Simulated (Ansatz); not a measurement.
One crystal and one scan (energy over volume and axial ratio) at two levels, PBE (plane waves to 420 eV, PAW, scalar-relativistic; Ansatz, a program for electronic structure) and PBEsol (plane waves to 420 eV, PAW, scalar-relativistic; Ansatz), each from its own relaxed cell and on its own mesh. The cell shown is that of PBE.

CdSe (zinc blende)

```
CdSe
1.0
    0.00000     3.09814     3.09814
    3.09814     0.00000     3.09814
    3.09814     3.09814     0.00000
Se Cd
1 1
Direct
  0.75000   0.75000   0.75000
  0.00000   0.00000   0.00000
```

The relaxed cell is deformed in two ways at once: its volume V is scaled, and at that volume it is stretched along z (the c axis of the conventional cell) so that c/a changes. Fractional atomic positions are held.

E stands for the smeared free energy. CdSe was relaxed with its symmetry unable to fall. Percentages come from the unrounded values. Both scans cover V/V₀ from 0.960 to 1.040 and (c/a)/(c/a)₀ from 0.960 to 1.040.

```
quantity                                                       PBE  PBEsol     PBE − PBEsol
-----------------------------------------------------------  -----  ------  ---------------
Lattice constant a (Å)                                       6.196   6.082  +0.114 (+1.9 %)
Band gap of the relaxed cell, no spin-orbit coupling (eV)     0.49    0.48     +0.01 (+3 %)
Shear modulus C′ = (C11 − C12)/2 (fit, atoms clamped) (GPa)    8.8     8.8              0.0
```

PBE gives the higher value for: lattice constant a. They agree on: shear modulus C′ (within 1.5 %). Neither level is exact: the differences show how much the result hangs on the functional.

(Under strain, the slope of the energy per volume gives the stress and its curvature an elastic modulus.)
